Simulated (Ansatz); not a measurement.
Cs₂WO₂F₄:
```xyz
9
Lattice="5.5426 3.1057 0.0000 -5.5426 3.1057 0.0000 -0.1502 0.0000 5.0000" Properties=species:S:1:pos:R:3 pbc="T T T"
Cs     1.9106     3.1057     1.5186
Cs    -2.0608     3.1057     3.4815
W      0.0000     0.0000     0.0000
O      3.8505     3.1057     4.0505
O     -4.0007     3.1057     0.9495
F      0.5795     4.8270     3.8750
F     -0.7297     1.3843     1.1250
F     -0.7297     4.8270     1.1250
F      0.5795     1.3843     3.8750
```

The program Ansatz at the r²SCAN level (PAW) gives a gap of 2.84 eV without spin–orbit coupling, maximum on the D2–A line, 48 % of the way from D2, minimum at M2.

### Question
What happens when spin–orbit coupling is switched on?

### Answer
The gap shrinks by 0.02 eV, to 2.82 eV; maximum off the standard path, at k = (0.146, 0.167, -0.500) in fractions of the reciprocal vectors, minimum at Y2.

### Question
Give the hole effective mass with spin–orbit coupling.

### Answer
5.2, 11, 14 mₑ (principal values).

Space group C2/m. The first step of the workflow began from a Materials Project structure, measured or hypothetical; the Crystallography Open Database copy checked does not list it. Whether it is the stable phase at ambient conditions was not checked. The r²SCAN relaxation kept the symmetry of its start; its stability against distortions is not shown here. No spin polarisation was allowed. No Hubbard U is applied.

Potentials: the later of the program's two PAW sets.
